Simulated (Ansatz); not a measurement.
Values for one crystal, relaxed and computed with the program Ansatz at the LDA level (PAW); other levels are named.

- Volume per atom: 16.90 Å³
- Band gap: 0.70 eV (indirect)
- Conduction-band minimum: on the Γ–S0 line, 54 % of the way from Γ (k = 0.000, 0.185, -0.185 in fractions of the reciprocal vectors) (6 equivalent valleys)
- Hole effective mass: 0.62, 0.62, 0.93 mₑ (principal values)
- Elastic constants (relaxed ions, GPa): C11 = 245, C12 = 61.6, C13 = 16.3, C14 = 5.0, C33 = 46.2, C44 = 22.0
- Valence-band maximum: at T
- Static dielectric constant ε0 (ions relaxed, cell fixed): 15.9 (xx = yy), 7.84 (zz)

### Question
Which compound is it?
A) MoS2, R3m (Mo on 3a, S on 3a, S on 3a)
B) BeS, P6_422 (Be on 3c, S on 3d)
C) SnS, Pnma (Sn on 4c, S on 4c)
D) PbS, rock salt

### Answer
A, MoS2, R3m (Mo on 3a, S on 3a, S on 3a)

Symmetry was held in the LDA relaxation. The run is not spin-polarised. A crystal of weakly bound layers computed without a dispersion correction: the cell and the soft elastic constants depend strongly on that. Spin–orbit coupling is left out wherever it is not named.

Potentials: the earlier of the program's two PAW sets. The files were generated under PBE; for other functionals the program regenerates the frozen cores, and for LDA and PBEsol the local potential too.
